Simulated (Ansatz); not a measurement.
A geometry of SiO$_{2}$ away from equilibrium: step 2 of the relaxation of a generated cell, SiO2 placed in the polar-ZrO2 structure type. The numbers are results of r2SCAN (plane waves to 500 eV, PAW, scalar-relativistic; Ansatz, a first-principles code), not measurements. Γ-centred k-mesh 4×4×4 on the run's cell (coarser than for final values), Fermi–Dirac smearing 0.05 eV. The plane waves were selected for a different cell earlier on the path.

```yaml
crystal:
  lattice:
    - [4.64972, 0.00000, 0.00000]
    - [0.00000, 4.40461, 0.00000]
    - [0.00000, 0.00000, 4.50457]
  atoms:
    - { symbol: Si, position: [0.03619, 0.26381, 0.25103] }
    - { symbol: Si, position: [0.96381, 0.73619, 0.75103] }
    - { symbol: Si, position: [0.53619, 0.73619, 0.25103] }
    - { symbol: Si, position: [0.46381, 0.26381, 0.75103] }
    - { symbol: O, position: [0.36722, 0.06944, 0.11058] }
    - { symbol: O, position: [0.63278, 0.93056, 0.61058] }
    - { symbol: O, position: [0.86722, 0.93056, 0.11058] }
    - { symbol: O, position: [0.13278, 0.06944, 0.61058] }
    - { symbol: O, position: [0.22396, 0.54093, 0.99439] }
    - { symbol: O, position: [0.77604, 0.45907, 0.49439] }
    - { symbol: O, position: [0.72396, 0.45907, 0.99439] }
    - { symbol: O, position: [0.27604, 0.54093, 0.49439] }
```

Task: What forces act on the atoms (eV/Å)?

Result: 
```
atom     Fx     Fy     Fz
----  -----  -----  -----
Si1    0.88  -0.95   1.00
Si2   -0.88   0.95   1.00
Si3    0.88   0.95   1.00
Si4   -0.88  -0.95   1.00
O5     0.10  -0.62   0.47
O6    -0.10   0.62   0.47
O7     0.10   0.62   0.47
O8    -0.10  -0.62   0.47
O9    -1.39  -0.53  -1.47
O10    1.39   0.53  -1.47
O11   -1.39   0.53  -1.47
O12    1.39  -0.53  -1.47
```

The path ends in Pbcn (No. 60). No spin polarisation in the result.

The run could not lose the symmetry of its start; a randomly shaken copy of 12 atoms returns to this structure.

The first start was generated by placing the elements on the sites of a structure type. Materials Project lists a structure of SiO2 in the same space group, Pbcn (No. 60); the sites were not compared with it, nor with measured phases. Known forms of SiO2 include space group No. 92, 136, 152, 154.
